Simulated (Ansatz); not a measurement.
Values for one crystal, relaxed and computed with r²SCAN (plane waves, PAW; program Ansatz); other levels are named.

```yaml
volume_per_atom: 16.02 Å³
electronic_character: metallic (no gap)
Formation energy from the elements (no fitted shifts): -0.61 eV/atom
Density of states at the Fermi level: 0.46 states/eV per atom (mean over ±0.08 eV)
```

Problem. Which compound is it?
A) La2MgSi2, P4/mbm (La on 4h, Mg on 2a, Si on 4g)
B) Ta2Si, I4/mcm (Ta on 8h, Si on 4a)
C) LaSi, Cmcm (La on 4c, La on 4c, Si on 8f)
D) Hf2Ge, I4/mcm (Hf on 8h, Ge on 4a)

Solution. B, Ta2Si, I4/mcm (Ta on 8h, Si on 4a)

The workflow started from a Materials Project entry (that database holds measured and hypothetical structures alike); the Crystallography Open Database copy checked does not list it. Its standing as an ambient phase is unchecked. The r²SCAN relaxation kept the symmetry of its start; whether a distortion lowers the energy is not shown. No spin polarisation was allowed. The references are the lowest solids computed at this level, not always the standard phases. Scalar-relativistic: spin–orbit coupling is off unless named, which matters more the heavier the elements.

Potentials: the earlier of the program's two PAW sets.
